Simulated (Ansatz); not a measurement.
Guessed and relaxed cells of Tb3Si2F

The guess for Tb3Si2F was made by a generator: random cell by space group and Wyckoff sites (P6/mmm, No. 191). The dimensions are guesses.

start.xyz

```xyz
6
Lattice="5.0238 0.0000 0.0000 -2.5119 4.3507 0.0000 0.0000 0.0000 5.2904" Properties=species:S:1:pos:R:3 pbc="T T T"
Tb    2.5119    0.0000    2.6452
Tb   -1.2559    2.1754    2.6452
Tb    1.2559    2.1754    2.6452
Si    0.0000    0.0000    3.7711
Si    0.0000    0.0000    1.5193
F     0.0000    0.0000    0.0000
```

Computed with Ansatz, DFT PBE, scalar-relativistic, plane waves, PAW, and for the lanthanide a 4f-in-core norm-conserving potential. Cutoff 690 eV, Gaussian smearing, Γ-centred meshes. Cell and atoms relax first on a coarse mesh and then on a finer one. In between, the cell is made exact in the group found at 0.06 Å. In metals the finer mesh still leaves noise of several meV/atom or more. The steps can't lower the symmetry of their start. No spin polarisation.

end.xyz

```xyz
6
Lattice="5.9571 0.0000 0.0000 -2.9786 5.1590 0.0000 0.0000 0.0000 6.2405" Properties=species:S:1:pos:R:3 pbc="T T T"
Tb    2.9786    0.0000    3.1203
Tb   -1.4893    2.5795    3.1203
Tb    1.4893    2.5795    3.1203
Si    0.0000    0.0000    4.3735
Si    0.0000    0.0000    1.8670
F     0.0000    0.0000    0.0000
```

The symmetry stays P6/mmm (No. 191). The volume per atom grows by 65.9 %, from 19.3 to 32.0 Å³. The shortest distance goes from 1.52 Å (Si–F) to 1.87 Å (Si–F). The energy falls by about 1.3 eV/atom (the start's value is from the coarse mesh).

* Volume per atom: 31.97 Å³
* Density: 4.78 g/cm³
* Formation energy: +0.08 eV/atom
* Gap on the 6×6×6 mesh of the 6-atom cell: 0 eV (a metal)

Formation energies are uncorrected and refer to the elements' standard structures at the same level (F₂ as a molecule). The separate elements lie lower, so it is unstable against them.

The last run used Gaussian smearing of 0.10 eV. Symmetry constrained the relaxation, so the result can be a saddle point. In all, the 3 runs took 8.8 min on 1 thread of Intel(R) Xeon(R) Processor @ 2.50GHz (Skylake/Cascade Lake) (shared host). Another cell of Tb3Si2F relaxed alike, in P6/mmm, lies 0.73 eV/atom lower, so this cell isn't the stable form at this level.

The lanthanide is trivalent by construction, without f bands, f moments or other valences. The reference runs of the other elements, and any phases without the lanthanide, used 420 eV, which shifts energies against them by under 10 meV/atom. The lanthanide's reference is the lowest of its hcp, dhcp and fcc cells.
